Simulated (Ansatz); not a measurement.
Consider the following.

Rh (diamond, Fd-3m), a = 5.5121 Å, b = 5.5121 Å, c = 5.5121 Å, α = 90.00°, β = 90.00°, γ = 90.00°; the cell used has 2 atoms.

This is the PBE-relaxed structure.

### Question
All from PBE (plane waves, PAW; program Ansatz), unless another level is named. Estimate the highest zone-centre frequency.

### Answer
232 cm^-1.

### Question
Predict the bulk modulus (Birch–Murnaghan fit).

### Answer
129 GPa.

A made-up cell: these elements were put on the sites of a structure type; neither database checked (COD, Materials Project) lists it. It is not the phase usual at ambient conditions (space group No. 225). The PBE relaxation kept the symmetry of its start. At this level the phase is mechanically unstable. No spin polarisation was allowed. As this level gives no gap, phonon frequencies hold no LO–TO term and depend on the k-mesh and smearing (Fermi–Dirac, 0.1 eV here). On the denser mesh and wider smearing of the elastic run this cell carries a stress of 0.3 GPa.

Potentials: the later of the program's two PAW sets.
